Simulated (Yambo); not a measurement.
Yambo run on Li₃BrO (anti-perovskite, space group Pm-3m, No. 221). The wavefunctions are PBEsol (pw.x of Quantum ESPRESSO, ONCV potentials, with spin-orbit coupling) ones on a 4×4×4 mesh (22 occupied bands); a = 3.9486 Å, b = 3.9486 Å, c = 3.9486 Å, α = 90.00°, β = 90.00°, γ = 90.00°.

Yambo input:

```
rim_cut
gw0
dyson
el_el_corr
HF_and_locXC
ppa
em1d
RandQpts= 1000000
RandGvec= 1 Ry
EXXRLvcs= 84 Ry
VXCRLvcs= 336 Ry
Chimod= "HARTREE"
% BndsRnXp
 7 | 82 |
%
NGsBlkXp= 7 Ry
% LongDrXp
 1.0 | 1.0 | 1.0 |
%
PPAPntXp= 27.2114 eV
% GbndRnge
 1 | 174 |
%
GTermKind= "BG"
DysSolver= "n"
ExtendOut
% QPkrange
 6 | 6 | 22 | 23 |
%
```

k points by index: 6 = M.

Resulting energies as the program prints them:

```
#    K-point    Band    Eo [eV]    E [eV]    E-Eo [eV]    Vxc [eV]    Vnlxc [eV]    Sc|Eo [eV]    Sc|E [eV]    dSc/dw|Eo [eV]    Re(Z)    Im(Z)
#
    6    22    0.000000    -1.023808    -1.023808    -17.91679    -23.07731    3.845339    4.136721    -7.743299    0.778473    -0.001547
    6    23    4.287648    5.341113    1.053465    -8.378192    -3.934551    -3.199468    -3.390177    -4.925531    0.846731    -0.001144
```
(The two width columns are left out.) Convergence of these settings isn't established.

Geometry of the Materials Project entry, not relaxed at this level.
